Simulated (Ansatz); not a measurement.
Question: Each is relaxed and computed with the program Ansatz at the r²SCAN level (PAW). Which is the only one with a gap?
(A) CaO, rock salt
(B) BAs, rock salt
(C) InAs, rock salt
(D) WC, rock salt

Answer: A, CaO, rock salt. CaO: gap 4.20 eV (indirect); InAs: metal; BAs: metal; WC: metal. Constructed cells (a structure type filled with these elements, in neither database checked): BAs, rock salt. Built on a structure type that need not be the filed one of that space group: InAs, rock salt. Not the usual ambient phase: InAs, rock salt; BAs, rock salt; WC, rock salt. All cells were relaxed under the symmetry of their starts (and spin orders); stability against distortions was not tested throughout. Rows with no word on spin ran without spin polarisation. Scalar-relativistic: spin–orbit coupling is off unless named, which matters more the heavier the elements.

Potentials: the later of the program's two PAW sets.
